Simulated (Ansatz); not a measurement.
Relaxed candidate structures of Mo₂N:

A. I4/mmm (No. 139), tI6; a = b = 2.6934 Å, c = 9.7070 Å, α = β = γ = 90.00°; N 2a (0.000, 0.000, 0.000); Mo 4e (0.000, 0.000, 0.364)

B. Pmmn, origin choice 1 (No. 59), oP6; a = 2.8807 Å, b = 4.1869 Å, c = 5.9466 Å, α = β = γ = 90.00°; N 2a (0.000, 0.000, 0.379); Mo 2b (0.000, 0.500, 0.335); Mo 2b (0.500, 0.000, 0.117)

C. Pnnm (No. 58), oP6, AFLOW prototype AB2_oP6_58_a_g (as in Fe2C); a = 4.8381 Å, b = 5.1839 Å, c = 2.9035 Å, α = 90.00°, β = 90.00°, γ = 90.00°; Mo 4g (0.236, 0.678, 0.000); N 2a (0.000, 0.000, 0.000)

D. Cmmm (No. 65), oS6; a = 5.1987 Å, b = 5.3055 Å, c = 3.1470 Å, α = 90.00°, β = 90.00°, γ = 90.00°; Mo 4g (0.246, 0.000, 0.000); N 2d (0.500, 0.500, 0.500)

**Question.** Order them by energy per atom (lowest first) at the level r2SCAN (plane waves to 500 eV, PAW, scalar-relativistic; Ansatz, a program for electronic structure).

**Answer.** B (reference, the lowest among the structures calculated here), C (+0.05 eV/atom), A (+0.57 eV/atom), D (+1.13 eV/atom)

Each run could gain symmetry but not lose that of its start, so entries can be saddle points. All of these are generated cells (placed on structure types, drawn at random, substituted or restacked) that were not matched to a known phase here. The real structure of this composition may not be among these. Energies are at zero temperature and pressure, without zero-point motion. No spin polarisation in the result.
